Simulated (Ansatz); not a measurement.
# Structures of BeBr3: which is lowest?

Plane-wave DFT in Ansatz with scalar-relativistic PAW potentials, cutoff 420 eV, Γ-centred meshes chosen by cell and gap, Gaussian smearing with energies taken to zero width. Every cell was relaxed (cell and atoms) in a run of its own, within the symmetry of its start. Functional: PBE.

Relaxed structures (starts from databases or built by putting these elements on another compound's sites):
A. Pm-3m, 4 atoms in the computed cell, a = 4.589 Å; sites (symmetry × multiplicity) Be m-3m × 1, Br 4/mm.m × 3; start: built
B. I4/mmm, 4 atoms in the computed cell, a = 3.918 Å, c = 14.894 Å; sites (symmetry × multiplicity) Be 4/mmm × 2, Br -4m2 × 4 + 4/mmm × 2; start: built

Rank them by energy. Could pressure change the order?

```tsv
structure	group	E − E(lowest) (meV/atom)	V (Å³/atom)	gap on mesh (eV)
B	I4/mmm	0.0	28.58	0.00
A	Pm-3m	429	24.15	0.00
```

B is lowest, 429 meV/atom under A. A is denser by 4.42 Å³/atom, so pressure favours it: ΔE/ΔV, with ΔE in eV and 1 eV/Å³ = 160.2 GPa, gives about 16 GPa for equal enthalpy if both cells were rigid; at such pressures compression changes ΔV much, so this is a scale only. Without a dispersion term the weakly bound lowest cell is too large, so ΔV and this pressure are artefacts in part: a slight pressure closes the gap between layers first. Other structures may lie lower than all of these, and vibrations aren't counted.

Spin polarisation was left out, and a magnetic state may lie lower.